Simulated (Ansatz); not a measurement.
BaCSNCl:
Space group P2₁/m (No. 11); a = 5.811 Å, b = 4.574 Å, c = 8.581 Å, α = γ = 90.00°, β = 99.03°

```json
[
 {"atom": "Ba", "site": "2e", "symmetry": "m", "x": "0.2109", "y": "0.2500", "z": "0.3013"},
 {"atom": "C", "site": "2e", "symmetry": "m", "x": "0.3929", "y": "0.2500", "z": "0.8462"},
 {"atom": "S", "site": "2e", "symmetry": "m", "x": "0.1340", "y": "0.2500", "z": "0.8972"},
 {"atom": "N", "site": "2e", "symmetry": "m", "x": "0.4189", "y": "0.7500", "z": "0.1902"},
 {"atom": "Cl", "site": "2e", "symmetry": "m", "x": "0.7479", "y": "0.2500", "z": "0.4486"}
]
```

Relaxed with PBEsol. PBEsol (plane waves, PAW; program Ansatz) gives a gap of 3.90 eV.

Task: What gap does HSE06 give on the same cell (Ansatz, PAW)?

Result: 5.13 eV, 1.22 eV more. The hybrid was solved on a coarser mesh and at special points; its gap is the smallest among all of these.

```csv
k,v1 PBEsol,c1 PBEsol,v1 HSE06,c1 HSE06
Γ,-0.45,4.12,(withheld),(withheld)
Z,-0.71,4.31,(withheld),(withheld)
B,-0.48,3.97,-0.50,5.20
Y2,0.00,4.03,0.00,5.25
C2,-0.16,4.35,-0.18,5.62
D,-0.73,4.34,(withheld),(withheld)
A,-0.02,4.06,(withheld),(withheld)
E,-0.15,4.25,-0.16,5.50
```

Task: Top valence (v1) and lowest conduction level (c1) in eV from each method's valence maximum (which need not be a listed point): supply the withheld HSE06 values.

Result: 
- Z, v1 HSE06: -0.77
- Z, c1 HSE06: 5.58
- Γ, v1 HSE06: -0.49
- Γ, c1 HSE06: 5.36
- A, v1 HSE06: -0.02
- A, c1 HSE06: 5.30
- D, v1 HSE06: -0.78
- D, c1 HSE06: 5.61

Cost on shared cores: the PBEsol run (SCF on a 5×6×4 mesh, then bands and DOS) about 5 core-minutes (a rough figure), the HSE06 run (SCF on 3×4×2, then a few points) about 8 core-minutes (a rough figure); the tasks are unlike.

Space group P2_1/m. The first step of the workflow began from a Materials Project structure, measured or hypothetical; the Crystallography Open Database files this formula in space group No. 11, but the cells were not matched. Its standing as an ambient phase is unchecked. Symmetry was held in the PBEsol relaxation; whether a distortion lowers the energy is not shown. Scalar-relativistic: spin–orbit coupling is off unless named, which matters more the heavier the elements.

Potentials: the later of the program's two PAW sets.
